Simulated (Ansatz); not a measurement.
Input, command and steps of an Ansatz relaxation.

```yaml
crystal:
  lattice:
    - [4.0547975109, 0.0, 0.0]
    - [0.0, 4.0547975109, 0.0]
    - [0.0, 0.0, 4.0547975109]
  atoms:
    - { symbol: Na, position: [0.0, 0.5, 0.5] }
    - { symbol: Na, position: [0.5, 0.0, 0.5] }
    - { symbol: Na, position: [0.5, 0.5, 0.0] }
    - { symbol: H, position: [0.0, 0.0, 0.0] }
basis:
  ecutwfc: 420
kpoints:
  mp_grid: { grid: [4, 4, 4] }
hamiltonian:
  xc: pbe
scf:
  occupations: { method: gaussian, width: 0.1 }
  lower_state_search: "off"
output:
  forces: true
  stress: true
  eigenvalues: true
relax:
  adjacent_minimum: "off"
  f_tol: 0.04
  max_steps: 70
  cell: { stress_tol: 0.4 }
```

```bash
ansatz run input.yaml --threads 1 --pin off --max-ram 2560MiB --backend cpu --events-out ev --progress --plain --runs-dir out
```

These are results of DFT PBE, scalar-relativistic, plane waves, PAW in Ansatz, not measurements.

Of 7 frames 7 are shown, positions in Å and forces in eV/Å; the SCF threshold varies from step to step. Steps run on the plane waves of an earlier cell, with a Pulay correction in the pressure. The basis is chosen afresh for the last frame, the zero of the energies, and at times for earlier ones too; energy and pressure step there, also at an unchanged geometry. Here that happened at step 5 (-11 meV/atom, 0.8 GPa); the frames before carry an error of that size.

```xyz
4
Lattice="4.0548 0.0000 0.0000 0.0000 4.0548 0.0000 0.0000 0.0000 4.0548" Properties=species:S:1:pos:R:3:forces:R:3 pbc="T T T" step=1 free_energy_over_end_meV_per_atom=223.85 pressure_GPa=10.58
Na    0.0000    2.0274    2.0274    0.0000    0.0000    0.0000
Na    2.0274    0.0000    2.0274    0.0000    0.0000    0.0000
Na    2.0274    2.0274    0.0000    0.0000    0.0000    0.0000
H     0.0000    0.0000    0.0000    0.0000    0.0000    0.0000
4
Lattice="4.2525 0.0000 0.0000 0.0000 4.2525 0.0000 0.0000 0.0000 4.2525" Properties=species:S:1:pos:R:3:forces:R:3 pbc="T T T" step=2 free_energy_over_end_meV_per_atom=98.81 pressure_GPa=5.58
Na    0.0000    2.1262    2.1262    0.0000    0.0000    0.0000
Na    2.1262    0.0000    2.1262    0.0000    0.0000    0.0000
Na    2.1262    2.1262    0.0000    0.0000    0.0000    0.0000
H     0.0000    0.0000    0.0000    0.0000    0.0000    0.0000
4
Lattice="4.4501 0.0000 0.0000 0.0000 4.4501 0.0000 0.0000 0.0000 4.4501" Properties=species:S:1:pos:R:3:forces:R:3 pbc="T T T" step=3 free_energy_over_end_meV_per_atom=32.77 pressure_GPa=2.24
Na    0.0000    2.2251    2.2251    0.0000    0.0000    0.0000
Na    2.2251    0.0000    2.2251    0.0000    0.0000    0.0000
Na    2.2251    2.2251    0.0000    0.0000    0.0000    0.0000
H     0.0000    0.0000    0.0000    0.0000    0.0000    0.0000
4
Lattice="4.6046 0.0000 0.0000 0.0000 4.6046 0.0000 0.0000 0.0000 4.6046" Properties=species:S:1:pos:R:3:forces:R:3 pbc="T T T" step=4 free_energy_over_end_meV_per_atom=15.89 pressure_GPa=0.14
Na    0.0000    2.3023    2.3023    0.0000    0.0000    0.0000
Na    2.3023    0.0000    2.3023    0.0000    0.0000    0.0000
Na    2.3023    2.3023    0.0000    0.0000    0.0000    0.0000
H     0.0000    0.0000    0.0000    0.0000    0.0000    0.0000
4
Lattice="4.6046 0.0000 0.0000 0.0000 4.6046 0.0000 0.0000 0.0000 4.6046" Properties=species:S:1:pos:R:3:forces:R:3 pbc="T T T" step=5 free_energy_over_end_meV_per_atom=4.64 pressure_GPa=0.92
Na    0.0000    2.3023    2.3023    0.0000    0.0000    0.0000
Na    2.3023    0.0000    2.3023    0.0000    0.0000    0.0000
Na    2.3023    2.3023    0.0000    0.0000    0.0000    0.0000
H     0.0000    0.0000    0.0000    0.0000    0.0000    0.0000
4
Lattice="4.6779 0.0000 0.0000 0.0000 4.6779 0.0000 0.0000 0.0000 4.6779" Properties=species:S:1:pos:R:3:forces:R:3 pbc="T T T" step=6 free_energy_over_end_meV_per_atom=0.14 pressure_GPa=0.36
Na    0.0000    2.3390    2.3390    0.0000    0.0000    0.0000
Na    2.3390    0.0000    2.3390    0.0000    0.0000    0.0000
Na    2.3390    2.3390    0.0000    0.0000    0.0000    0.0000
H     0.0000    0.0000    0.0000    0.0000    0.0000    0.0000
4
Lattice="4.6779 0.0000 0.0000 0.0000 4.6779 0.0000 0.0000 0.0000 4.6779" Properties=species:S:1:pos:R:3:forces:R:3 pbc="T T T" step=7 free_energy_over_end_meV_per_atom=0.00 pressure_GPa=0.35
Na    0.0000    2.3390    2.3390    0.0000    0.0000    0.0000
Na    2.3390    0.0000    2.3390    0.0000    0.0000    0.0000
Na    2.3390    2.3390    0.0000    0.0000    0.0000    0.0000
H     0.0000    0.0000    0.0000    0.0000    0.0000    0.0000
```

The start puts this composition into another compound's structure type, which needn't suit it. The cell swells from 16.7 to 25.6 Å³ an atom, so the end can be far from any stable crystal. At the end the space group is Pm-3m (tolerance 0.05 Å).

It took 11 s on 1 thread of Arm Neoverse N1 (shared host), peak memory 0.3 GiB.

The k mesh is coarse.